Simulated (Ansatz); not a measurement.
Method: DFT PBE, scalar-relativistic, plane waves, PAW (Ansatz 0.2.0). Settings: cutoff 420 eV, Γ-centred meshes spaced at most about 0.3 Å⁻¹, and about 0.25 Å⁻¹ or finer for metals (2π included), Gaussian smearing. No spin polarisation in the final relaxations.

All energies are static (0 K, no zero-point motion). All come from trial cells, and lower structures may exist.

Problem. Which of these relaxed structures of B₄MoRu is the lowest in energy?
1.

```cif
data_structure
_symmetry_space_group_name_H-M 'F-43m'
_symmetry_Int_Tables_number 216
_cell_length_a 5.9203
_cell_length_b 5.9203
_cell_length_c 5.9203
_cell_angle_alpha 90.000
_cell_angle_beta 90.000
_cell_angle_gamma 90.000
_cell_volume 207.51
loop_
_atom_site_label
_atom_site_type_symbol
_atom_site_symmetry_multiplicity
_atom_site_Wyckoff_symbol
_atom_site_fract_x
_atom_site_fract_y
_atom_site_fract_z
_atom_site_occupancy
B1 B 16 e 0.11738 0.38262 0.11738 1
Mo1 Mo 4 a 0.00000 0.00000 0.00000 1
Ru1 Ru 4 d 0.25000 0.25000 0.75000 1
```

2.

```cif
data_structure
_symmetry_space_group_name_H-M 'P6/mmm'
_symmetry_Int_Tables_number 191
_cell_length_a 3.0034
_cell_length_b 3.0034
_cell_length_c 6.7176
_cell_angle_alpha 90.000
_cell_angle_beta 90.000
_cell_angle_gamma 120.000
_cell_volume 52.48
loop_
_atom_site_label
_atom_site_type_symbol
_atom_site_symmetry_multiplicity
_atom_site_Wyckoff_symbol
_atom_site_fract_x
_atom_site_fract_y
_atom_site_fract_z
_atom_site_occupancy
B1 B 4 h 0.33333 0.66667 0.74976 1
Mo1 Mo 1 b 0.00000 0.00000 0.50000 1
Ru1 Ru 1 a 0.00000 0.00000 0.00000 1
```

3.

```cif
data_structure
_symmetry_space_group_name_H-M 'Cmmm'
_symmetry_Int_Tables_number 65
_cell_length_a 4.8586
_cell_length_b 7.6164
_cell_length_c 2.9111
_cell_angle_alpha 90.000
_cell_angle_beta 90.000
_cell_angle_gamma 90.000
_cell_volume 107.72
loop_
_atom_site_label
_atom_site_type_symbol
_atom_site_symmetry_multiplicity
_atom_site_Wyckoff_symbol
_atom_site_fract_x
_atom_site_fract_y
_atom_site_fract_z
_atom_site_occupancy
B1 B 4 i 0.50000 0.28869 0.00000 1
B2 B 4 f 0.25000 0.25000 0.50000 1
Mo1 Mo 2 b 0.50000 0.00000 0.00000 1
Ru1 Ru 2 d 0.00000 0.00000 0.50000 1
```

Solution. 2. It has space group P6/mmm (No. 191); the next, 3, with space group Cmmm (No. 65), lies 0.37 eV/atom higher. Counting B atoms around Mo and Ru (those within 1.25 times the shortest such distance or 1.15 times the sum of covalent radii; a plus sign parts nearer from farther groups), the lowest has Mo 12, Ru 12 and the next has Mo 2+8, Ru 8. The lowest and the next both hold B–B nets.

Cells relaxed within their symmetry can be saddle points. Some structure types and database cells were kept out of the candidates from the start, so a known form may be missing.
